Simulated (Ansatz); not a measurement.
Consider the following.

SiW$_{3}$ in space group Fm-3m (No. 225; Si on 4a, W on 4b, W on 8c), a = 6.187 Å, b = 6.187 Å, c = 6.187 Å, α = 90.00°, β = 90.00°, γ = 90.00°; the cell used has 4 atoms.

This is the PBEsol-relaxed structure.

Q: All from PBEsol (plane waves, PAW; program Ansatz), unless another level is named. Estimate the Poisson's ratio.

A: 0.39.

Q: Predict the highest zone-centre frequency.

A: 277 cm⁻¹.

The cell is a constructed one: a structure type filled with these elements; neither database checked (COD, Materials Project) lists it. Whether it is the stable phase at ambient conditions was not checked. The cell was relaxed with PBEsol under the symmetry of its start; its stability against distortions is not shown here. No spin polarisation was allowed. As this level gives no gap, phonon frequencies hold no LO–TO term and depend on the k-mesh and smearing (Fermi–Dirac, 0.1 eV here). Scalar-relativistic: spin–orbit coupling is off unless named, which matters more the heavier the elements.

Potentials: the earlier of the program's two PAW sets. The files were generated under PBE; for other functionals the program regenerates the frozen cores, and for LDA and PBEsol the local potential too.
